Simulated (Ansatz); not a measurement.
SiO$_{2}$:
```
CELL_PARAMETERS angstrom
      5.02137     0.00000     0.00000
     -2.51069     4.34864     0.00000
      0.00000     0.00000     5.50990
ATOMIC_POSITIONS crystal
  Si 0.00000 0.47658 0.33333
  Si 0.52342 0.52342 0.00000
  Si 0.47658 0.00000 0.66667
  O  0.15880 0.74433 0.53870
  O  0.25567 0.41447 0.20537
  O  0.58553 0.84120 0.87204
  O  0.74433 0.15880 0.46130
  O  0.41447 0.25567 0.79463
  O  0.84120 0.58553 0.12796
```

Relaxed with PBE. Special points in fractions of this cell's reciprocal vectors: Γ (0.000, 0.000, 0.000); M (0.500, 0.000, 0.000); K (0.333, 0.333, 0.000); A (0.000, 0.000, 0.500); L (0.500, 0.000, 0.500); H (0.333, 0.333, 0.500).

Question: List the band energies nearest the valence-band maximum at these points for plane-wave PAW PBE (Ansatz code).

Answer: In eV from the valence-band maximum; about four levels below and three above (degenerate sets whole), none deeper than 8.9 eV; points with the same levels are listed once.

```tsv
k	below	above
Γ	-0.95 -0.95 -0.50 -0.33 -0.33	5.68 9.09 9.09
M	-1.01 -0.79 -0.26 -0.01	7.84 8.62 9.45
K	-1.22 -1.22 -0.42 -0.42 0.00	8.55 8.55 9.07
A	-1.13 -0.13 -0.13 -0.12	7.58 7.58 8.80
L	-0.84 -0.76 -0.59 -0.20	8.40 8.96 9.41
H	-0.90 -0.76 -0.56 -0.56	8.40 9.57 9.57
```

Space group P3_221. The cell was relaxed with PBE under the symmetry of its start.

Potentials: the earlier of the program's two PAW sets.
